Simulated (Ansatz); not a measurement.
# Sc: input and output

Input file of Ansatz 0.2.0:

```yaml
crystal:
  lattice:
    - [-2.917111, 0.0, 0.0]
    - [1.458555, 0.0, 4.692386]
    - [1.458555, 2.663513, 0.0]
  atoms:
    - { symbol: Sc, position: [0.0, 0.0, 0.0] }
    - { symbol: Sc, position: [0.25, 0.5, 0.5] }
  symmetry: { tolerance: 0.0003 }
kpoints:
  mp_grid: { grid: [11, 11, 11], shift: [0, 0, 0] }
  band_path:
    path:
      - [0.0, 0.0, 0.0]
      - [0.0, 0.0, 0.5]
      - [0.0, 0.5, 0.5]
      - [0.0, 0.5, 0.0]
      - [0.0, 0.0, 0.0]
      - [-0.69824517, 0.34912259, 0.34912259]
      - [-0.30175483, 0.65087741, 0.65087741]
      - [0.0, 0.5, 0.5]
      - [0.0, 0.0, 0.5]
      - [-0.39837292, 0.19918646, 0.69918646]
      - [-0.60162708, 0.80081354, 0.30081354]
    npoints: 14
magnetization:
  spin_polarized: false
scf:
  occupations: { method: fermi_dirac }
  lower_state_search: "off"
  max_iter: 200
hamiltonian:
  pseudopotentials: { kind: paw }
  xc: pbesol
basis:
  ecutwfc: 420
  fft_grid_basis: typed
output:
  forces: true
  stress: true
  eigenvalues: true
  bader: true
  populations: true
  elf: true
  write_potential: true
  volumetric_format: npy
  dos:
    e_range: [-12, 8]
    de: 0.05
    projected: { site_lists: { Sc: [Sc] } }
checkpoint:
  read: saved_state
```

Run as

```sh
ansatz run input.yaml --threads 1 --pin off --max-ram 2560MiB --backend cpu --events-out ev --progress --plain --runs-dir out
```

The saved state is an earlier solution for the same cell, perhaps on another mesh. 

Parts of the output:

```
SCF iter   1: F=—  Δρ=7.71e-4  dr2=3.70e-5
SCF iter   2: F=—  Δρ=3.67e-4  dr2=4.47e-6
SCF iter   3: F=—  Δρ=7.45e-5  dr2=1.45e-7
SCF iter   4: F=-4221.9802 eV  Δρ=5.36e-6  dr2=3.07e-9
SCF iter   5: F=-4221.9802 eV  Δρ=7.93e-7  dr2=7.75e-11
SCF iter   6: F=-4221.9802 eV  Δρ=8.65e-8  dr2=6.33e-13
Free energy (F): -4221.9802 eV
Harris-Foulkes:  -4221.9802 eV  (|F-HF|=9.09e-13)
Internal energy: -4221.8841 eV  (E = F + TS)
E sigma→0 (E₀):  -4221.9322 eV
Entropy (-TS):   -0.0961 eV (-48.064 meV/atom)
Fermi energy:    13.1176 eV
--- Per-component energies (eV) ---
  E_band       = -240.3960
  E_kinetic    = 532.2326
  E_local      = -1435.9883  (includes V_loc(G=0)·N_el)
  E_nonlocal   = 173.5527
  E_hartree    = 493.4060
  E_xc         = -209.9675
  E_vxc        = -261.5544  (∫ρ·V_xc dr)
  E_paw        = -1866.4028  (= ΣΔE_a)
  E_vpaw       = -235.4506  (= ΣTr[D̂ρ^β])
  E_aug_tail   = 0.0000  (compensation charges beyond the density's cutoff)
  E_ewald      = -1908.9749
  E_core_change = 0.2581  (= ΣΔE_core)
  E_smearing   = -0.0961  (= −TS)
--- Stress (GPa, compression-positive) ---
       17.3034       0.0000       0.0000
        0.0000      21.6298       0.0000
        0.0000       0.0000      22.1050
  P = ⅓ Tr σ = 20.3461 GPa (203.461 kbar)
--- Löwdin populations: 2 sites ---
  site symbol       q [e]
     0     Sc     10.9319
     1     Sc     10.9319
  spilling = 0.0062 (of n_electrons = 22.0000)
```

Origin: a known structure type with other elements, at an estimated volume, so it need not be a known compound. Caveats: many states at the Fermi level without spin polarisation, so a magnetic state may lie lower; atoms or cell far from equilibrium.

Cost: 18 s on 1 thread of Intel(R) Xeon(R) Platinum 8488C (Sapphire Rapids), with other jobs on the host, peak memory 0.46 GiB (start from a saved density).
